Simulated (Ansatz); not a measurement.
RuW:
```cif
data_RuW
_chemical_formula_sum 'Ru1 W1'
_space_group_name_H-M_alt 'P 1'
_space_group_IT_number 1
_cell_length_a 2.76717
_cell_length_b 2.76717
_cell_length_c 4.43858
_cell_angle_alpha 90.000
_cell_angle_beta 90.000
_cell_angle_gamma 120.000
loop_
_space_group_symop_operation_xyz
  'x, y, z'
loop_
_atom_site_label
_atom_site_type_symbol
_atom_site_fract_x
_atom_site_fract_y
_atom_site_fract_z
_atom_site_occupancy
Ru1 Ru 0.00000 0.00000 0.50000 1
W1 W 0.66667 0.33333 0.00000 1
```

This is the r²SCAN-relaxed structure.

**Question.** All from plane-wave PAW r²SCAN (Ansatz code), unless another level is named. Predict the formation energy from the elements (no fitted shifts).

**Answer.** 0.13 eV/atom.

**Question.** Predict the density of states at the Fermi level.

**Answer.** 0.79 states/eV per atom (mean over ±0.08 eV).

Space group P-6m2. The first step of the workflow began from a Materials Project structure, measured or hypothetical; the Crystallography Open Database copy checked does not list it. With Ru and W taken as one species the cell has the higher symmetry P6_3/mmc, so it may be an ordered model of a mixed-site phase. Its standing as an ambient phase is unchecked. The r²SCAN relaxation kept the symmetry of its start; its stability against distortions is not shown here. The run is not spin-polarised. The references are the lowest solids computed at this level, not always the standard phases. Spin–orbit coupling is left out wherever it is not named.

Potentials: the later of the program's two PAW sets.
